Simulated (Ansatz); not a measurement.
SrLi2SnS4 from LDA upwards

The starting cell is an entry of the Crystallography Open Database, a measured cell (2019, 296 K):

```
Li Sr Sn S
1.0
    -3.32950    3.32950    3.95900
     3.32950   -3.32950    3.95900
     3.32950    3.32950   -3.95900
Li Sr Sn S
2 1 1 4
Direct
  0.25000 0.75000 0.50000
  0.75000 0.25000 0.50000
  0.50000 0.50000 0.00000
  0.00000 0.00000 0.00000
  0.03526 0.03526 0.41320
  0.96474 0.37794 0.00000
  0.62206 0.62206 0.58680
  0.37794 0.96474 0.00000
```

Atoms and cell were relaxed at zero pressure with plane-wave PAW DFT (Ansatz 0.2.0; one set of PAW datasets, made under PBE, for all functionals; 420 eV, r2SCAN 500 eV; 6×6×6 Γ-centred mesh, fermi-dirac occupations of width 0.020 eV; no spin polarisation, no spin-orbit coupling, no dispersion correction), keeping the symmetry (I-42m, No. 121).

**Question.** How do the functionals compare with each other and with the entry?

**Answer.** The relaxed conventional cells:

| functional | a (Å) | c (Å) | volume (Å³/atom) | formation energy (eV/atom) |
| --- | --- | --- | --- | --- |
| LDA | 6.570 | 7.719 | 20.82 | -1.302 |
| PBEsol | 6.647 | 7.835 | 21.64 | -1.260 |
| PBE | 6.701 | 8.110 | 22.76 | -1.244 |
| r2SCAN | 6.696 | 8.001 | 22.42 | -1.426 |
| the entry | 6.659 | 7.918 | 21.94 | – |

LDA gives the smallest volume and PBE the largest, 9.3 % more, the usual order, since LDA overbinds and PBE's gradient terms loosen the lattice. Against the entry's volume: LDA -5.1 %, PBEsol -1.4 %, PBE +3.7 %, r2SCAN +2.2 %; PBEsol comes nearest. The axis c stretches most from LDA to PBE (5.1 %), so it is the softest direction. The formation energies span 0.18 eV an atom, lowest under r2SCAN.

Caveats: each relaxation keeps the start's symmetry, so a distorted cell may lie lower; computed cells are at 0 K with fixed nuclei, while the entry holds thermal expansion, often some tenths of a per cent in volume and more in soft crystals; formation energies are at zero smearing against the elements' usual phases under the same functional, gases as free molecules, uncorrected.
